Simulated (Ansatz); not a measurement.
## VRu (Pm-3m): electronic heat capacity from the density of states

Method: DFT r2SCAN, scalar-relativistic, plane waves, PAW (Ansatz).

Settings: cutoff 500 eV, Γ-centred mesh 14×14×14 on the computed 2-atom cell, Gaussian smearing of 0.10 eV; collinear spin from starting moments 1.02 -0.23 μB.

Relaxed cell: Pm-3m, a = 2.996 Å, b = 2.996 Å, c = 2.996 Å, α = 90.00°, β = 90.00°, γ = 90.00°, 2 atoms in the primitive cell. Whether it is the stable form of this composition wasn't checked.

The density of states at the Fermi level is 1.971 states/eV in the cell of 2 atoms (1 formula unit; both spins, tetrahedra on a 21×21×21 mesh). The run ends with a moment of 0.81 μB a cell (largest on a site 0.93 μB), and the figure is for this state; a paramagnetic sample can have a quite different one. Another magnetic order, if the compound takes it, can change N(E_F) and the shape of the cell a good deal.

Q: What Sommerfeld coefficient does this give?

A: Per formula unit N(E_F) = 1.971 states/eV. γ = (π²/3) k_B² N(E_F) N_A = 2.357 mJ/(mol K²) per state/eV, so γ = 4.6 mJ/(mol K²), a mole of formula units. This is the bare band result: a measured γ of the same phase and magnetic order is as a rule larger by a factor 1 + λ from phonons and spin fluctuations. N(E_F) at one energy is sensitive to the mesh where the density of states has sharp peaks.

The state reached may not be the lowest one.

Only this magnetic start was tried.

Cost: 1 run of about 0.85 core-minutes, on Arm Neoverse V1 (shared hosts).